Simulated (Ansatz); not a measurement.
CaO:
```
CELL_PARAMETERS angstrom
      0.00000     2.58984     2.58984
      2.58984     0.00000     2.58984
      2.58984     2.58984     0.00000
ATOMIC_POSITIONS crystal
  Ca 0.00000 0.00000 0.00000
  O  0.25000 0.25000 0.25000
```

Cartesian axes are those of the cell as given.

### Question
Give the high-frequency dielectric tensor and the Born effective charge tensors of the independent atoms from DFPT, plane-wave PAW PBEsol (Ansatz code).

### Answer

ε∞:
```
3.34  0.00  0.00
0.00  3.34  0.00
0.00  0.00  3.34
```
Z* of atom 1 (Ca), rows: field, columns: displacement, in e:
```
2.09  0.00  0.00
0.00  2.09  0.00
0.00  0.00  2.09
```
Z* of atom 2 (O), rows: field, columns: displacement, in e:
```
-2.09   0.00   0.00
 0.00  -2.09   0.00
 0.00   0.00  -2.09
```

Space group F-43m (zinc blende). The start of the workflow was typed in or built on a structure type; neither database checked (COD, Materials Project) lists it. It is not the phase usual at ambient conditions (space group No. 225). The cell was relaxed with PBEsol under the symmetry of its start; whether a distortion lowers the energy is not shown.

Potentials: the later of the program's two PAW sets.
